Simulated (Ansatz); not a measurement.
Ansatz (an electronic-structure program) input:

Ansatz 0.2 input:
```yaml
crystal:
  lattice:
    - [5.27471775, 0.0, 0.0]
    - [0.0, 3.4683016059, 0.0]
    - [0.0, 0.0, 5.8146187361]
  atoms:
    - { symbol: Ni, position: [0.5051077526, 0.25, 0.693719571] }
    - { symbol: Ni, position: [0.0051077526, 0.25, 0.806280429] }
    - { symbol: Ni, position: [0.4948922474, 0.75, 0.306280429] }
    - { symbol: Ni, position: [0.9948922474, 0.75, 0.193719571] }
    - { symbol: Ge, position: [0.691026283, 0.25, 0.0867062656] }
    - { symbol: Ge, position: [0.191026283, 0.25, 0.4132937344] }
    - { symbol: Ge, position: [0.308973717, 0.75, 0.9132937344] }
    - { symbol: Ge, position: [0.808973717, 0.75, 0.5867062656] }
kpoints:
  mp_grid: { grid: [6, 9, 5] }
  band_path:
    path:
      - [[0.0, 0.0, 0.0], [0.5, 0.0, 0.0], [0.5, 0.5, 0.0], [0.0, 0.5, 0.0], [0.0, 0.0, 0.0], [0.0, 0.0, 0.5], [0.5, 0.0, 0.5], [0.5, 0.5, 0.5], [0.0, 0.5, 0.5], [0.0, 0.0, 0.5]]  # Γ-X-S-Y-Γ-Z-U-R-T-Z
      - [[0.5, 0.0, 0.0], [0.5, 0.0, 0.5]]  # X-U
      - [[0.0, 0.5, 0.0], [0.0, 0.5, 0.5]]  # Y-T
      - [[0.5, 0.5, 0.0], [0.5, 0.5, 0.5]]  # S-R
    npoints: 6
hamiltonian:
  xc: r2scan
  pseudopotentials: { kind: paw }
magnetization: { noncollinear: true, spin_orbit: true }
scf:
  n_extra_bands: 16
  convergence: { dr2_threshold: 0.0000000001 }
  occupations: { method: gaussian, width: 0.05 }
output: { eigenvalues: true }
```

Output (shortened):

```
Pseudopotential: Ni, paw_fr, valence charge 18
Pseudopotential: Ge, paw_fr, valence charge 14
Functional definition: r2SCAN
non-collinear run that drives no moment, with spin-orbit …
Crystal: 8 atoms, lattice volume = 106.374 Å³
Basis set: ecut = 500 eV, 2723 PW (Γ), exchange–correlation on 160×108×180 points (64 copies of the dense FFT grid, shifted against one another)
Bands: 144, of which v1, the nominal top of the filled ones, is band 128 counted from 1 (127 counted from 0)
Symmetry: 8 space group operations + 8 with time reversal
k-points: 60 of 270
Projection manifold: j_resolved (fully-relativistic pseudo-atomic orbitals)
SCF iter   1: F=—  HF=-40581.949892 eV  |F-HF|=—  |Δ(HF+E_count)|=         —  Δρ=1.90e-1  dr2=3.32e1  dr2_τ=8.76e-2  dr2_m=0.00e0 (ungated)  ethr=3.10e-3  |M|=0.00e0 ∫|m|=0.00e0 μB  |m|>n=0.0e0 m-floor=0.0e0 τ_xc=0.0e0  β_m=0.30  ⟨swp⟩=5.2  Hψ=18337  notcnv=0  defer=94
preconditioner: auto → Kerker (q_TF=auto, 2.814 Å⁻¹)
spin=Noncollinear: Kerker preconditioning applied to the charge; magnetization (m_x, m_y, m_z) channels mix plain (no charge-response kernel on spin).
SCF iter   2: F=—  HF=-40578.496347 eV  |F-HF|=—  |Δ(HF+E_count)|=    3.45e0  Δρ=4.22e-2  dr2=1.89e0  dr2_τ=2.23e-2  dr2_m=0.00e0 (ungated)  ethr=3.10e-3  |M|=0.00e0 ∫|m|=0.00e0 μB  |m|>n=0.0e0 m-floor=0.0e0 τ_xc=0.0e0  β_m=0.30  ⟨swp⟩=3.0  Hψ=9365  notcnv=0  defer=560
SCF iter   3: F=—  HF=-40578.117953 eV  |F-HF|=—  |Δ(HF+E_count)|=   3.78e-1  Δρ=3.58e-2  dr2=2.17e0  dr2_τ=1.86e-3  dr2_m=0.00e0 (ungated)  ethr=1.47e-3  |M|=0.00e0 ∫|m|=0.00e0 μB  |m|>n=0.0e0 m-floor=0.0e0 τ_xc=0.0e0  β_m=0.48  ⟨swp⟩=2.5  Hψ=6438  notcnv=0  defer=568
SCF iter   4: F=—  HF=-40577.790310 eV  |F-HF|=—  |Δ(HF+E_count)|=   3.28e-1  Δρ=3.31e-2  dr2=6.19e-1  dr2_τ=1.09e-3  dr2_m=0.00e0 (ungated)  ethr=1.47e-3  |M|=0.00e0 ∫|m|=0.00e0 μB  |m|>n=0.0e0 m-floor=0.0e0 τ_xc=0.0e0  β_m=0.74  ⟨swp⟩=2.8  Hψ=5988  notcnv=0  defer=568
SCF iter   5: F=—  HF=-40577.866416 eV  |F-HF|=—  |Δ(HF+E_count)|=   7.61e-2  Δρ=1.34e-2  dr2=1.93e-1  dr2_τ=3.88e-4  dr2_m=0.00e0 (ungated)  ethr=4.84e-4  |M|=0.00e0 ∫|m|=0.00e0 μB  |m|>n=0.0e0 m-floor=0.0e0 τ_xc=0.0e0  β_m=0.66  ⟨swp⟩=2.9  Hψ=6607  notcnv=0  defer=560
SCF iter   6: F=—  HF=-40577.858113 eV  |F-HF|=—  |Δ(HF+E_count)|=   8.30e-3  Δρ=1.41e-2  dr2=1.75e-1  dr2_τ=1.93e-4  dr2_m=0.00e0 (ungated)  ethr=1.51e-4  |M|=0.00e0 ∫|m|=0.00e0 μB  |m|>n=0.0e0 m-floor=0.0e0 τ_xc=0.0e0  β_m=0.82  ⟨swp⟩=2.0  Hψ=4234  notcnv=0  defer=560
SCF iter   7: F=—  HF=-40577.842451 eV  |F-HF|=—  |Δ(HF+E_count)|=   1.57e-2  Δρ=3.46e-3  dr2=1.04e-2  dr2_τ=9.62e-6  dr2_m=0.00e0 (ungated)  ethr=1.37e-4  |M|=0.00e0 ∫|m|=0.00e0 μB  |m|>n=0.0e0 m-floor=0.0e0 τ_xc=0.0e0  β_m=0.91  ⟨swp⟩=2.0  Hψ=5417  notcnv=0  defer=560
SCF iter   8: F=—  HF=-40577.841814 eV  |F-HF|=—  |Δ(HF+E_count)|=   6.37e-4  Δρ=2.67e-4  dr2=1.00e-4  dr2_τ=2.99e-7  dr2_m=0.00e0 (ungated)  ethr=8.10e-6  |M|=0.00e0 ∫|m|=0.00e0 μB  |m|>n=0.0e0 m-floor=0.0e0 τ_xc=0.0e0  β_m=0.95  ⟨swp⟩=2.0  Hψ=5173  notcnv=0  defer=560
SCF iter  14: F=-40577.841721 eV  HF=-40577.841721 eV  |F-HF|=7.28e-12  |Δ(HF+E_count)|=  1.75e-10  Δρ=2.38e-7  dr2=5.21e-11  dr2_τ=1.48e-13  dr2_m=0.00e0 (ungated)  ethr=1.00e-12  |M|=0.00e0 ∫|m|=0.00e0 μB  |m|>n=0.0e0 m-floor=0.0e0 τ_xc=0.0e0  ⟨swp⟩=8.1  Hψ=18374  notcnv=0
SCF 1 converged in 14 iterations: F = -40577.841721 eV  dr2 = 5.21e-11
NSCF: frozen V_eff on 76 k-points
SCF converged after 14 iterations
Magnetization: |M| = 0.0000 μB,  M = (+0.0000, +0.0000, +0.0000) μB
Absolute magnetization: 0.0000 μB (∫|m|)
  site 0: m = (+0.0000, +0.0000, +0.0000) μB, |m| = 0.0000 μB  (R = 0.96 Å)
  site 1: m = (+0.0000, +0.0000, +0.0000) μB, |m| = 0.0000 μB  (R = 0.96 Å)
  site 2: m = (+0.0000, +0.0000, +0.0000) μB, |m| = 0.0000 μB  (R = 0.96 Å)
  site 3: m = (+0.0000, +0.0000, +0.0000) μB, |m| = 0.0000 μB  (R = 0.96 Å)
  site 4: m = (+0.0000, +0.0000, +0.0000) μB, |m| = 0.0000 μB  (R = 0.96 Å)
  site 5: m = (+0.0000, +0.0000, +0.0000) μB, |m| = 0.0000 μB  (R = 0.96 Å)
  site 6: m = (+0.0000, +0.0000, +0.0000) μB, |m| = 0.0000 μB  (R = 0.96 Å)
  site 7: m = (+0.0000, +0.0000, +0.0000) μB, |m| = 0.0000 μB  (R = 0.96 Å)
Free energy (F): -40577.841721 eV
Harris-Foulkes:  -40577.841721 eV  (|F-HF|=7.28e-12)
Internal energy: -40577.839569 eV  (E = F + TS)
E sigma→0 (E₀):  -40577.840645 eV
Entropy (-TS):   -0.002152 eV (-0.269 meV/atom)
Fermi energy:    15.510493 eV
--- Per-component energies (eV) ---
  E_band       = -1691.518100
  E_kinetic    = 1588.088623
  E_local      = -23409.360990  (includes V_loc(G=0)·N_el)
  E_nonlocal   = 4250.553970
  E_hartree    = 10070.620749
  E_xc         = -596.013677
  E_vxc        = -747.031948  (∫ρ·V_xc dr)
  E_paw        = -14707.839120  (= ΣΔE_a)
  E_vpaw       = -3565.876127  (= ΣTr[D̂ρ^β])
  E_aug_tail   = 0.001018  (compensation charges beyond the density's cutoff)
  E_vtau       = 50.864992  (kinetic-family band-sum trace: ∫τ·v_τ [+ j·A + Jᵃ·Aᵃ] dr)
  E_ewald      = -17768.406894
  E_core_change = -5.483248  (= ΣΔE_core)
  E_smearing   = -0.002152  (= −TS)
  E_closure    = 0.000000  (closes the sum)
  Σ components = -40577.841721   (vs F -40577.841721, Δ=0.00e0)
  [band-id]    e_kinetic+e_local+e_nonlocal+2·e_hartree+e_vxc+e_vpaw+e_augmentation_tail+e_vtau = -1691.518965   (vs E_band -1691.518100, Δ=-8.65e-4)
--- Band table (eV; the first three rows and the last of 60) ---
  k-point 0: bands = ["-91.7199", "-91.7199", "-91.7181", "-91.7181", "-91.7164", "-91.7164", "-91.7146", "-91.7146", "-52.1418", "-52.1418", "-52.1350", "-52.1350", "-52.1304", "-52.1304", "-52.1233", "-52.1233", "-49.9742", "-49.9742", "-49.9666", …
  k-point 1: bands = ["-91.7198", "-91.7198", "-91.7184", "-91.7184", "-91.7161", "-91.7161", "-91.7147", "-91.7147", "-52.1414", "-52.1414", "-52.1363", "-52.1363", "-52.1291", "-52.1291", "-52.1238", "-52.1238", "-49.9738", "-49.9738", "-49.9687", …
  k-point 2: bands = ["-91.7194", "-91.7194", "-91.7189", "-91.7189", "-91.7155", "-91.7155", "-91.7150", "-91.7150", "-52.1402", "-52.1402", "-52.1384", "-52.1384", "-52.1269", "-52.1269", "-52.1250", "-52.1250", "-49.9726", "-49.9726", "-49.9709", …
  k-point 59: bands = ["-91.7173", "-91.7173", "-91.7173", "-91.7173", "-91.7170", "-91.7170", "-91.7170", "-91.7170", "-52.1337", "-52.1337", "-52.1337", "-52.1337", "-52.1325", "-52.1325", "-52.1325", "-52.1325", "-49.9649", "-49.9649", "-49.9649", …
```

Cost: about 24 core-minutes (a rough figure) on shared cores.

Space group Pnma. The cell was relaxed with r²SCAN under the symmetry of its start. No spin polarisation was allowed.

Potentials: the later of the program's two PAW sets.

Ansatz is a plane-wave DFT program.
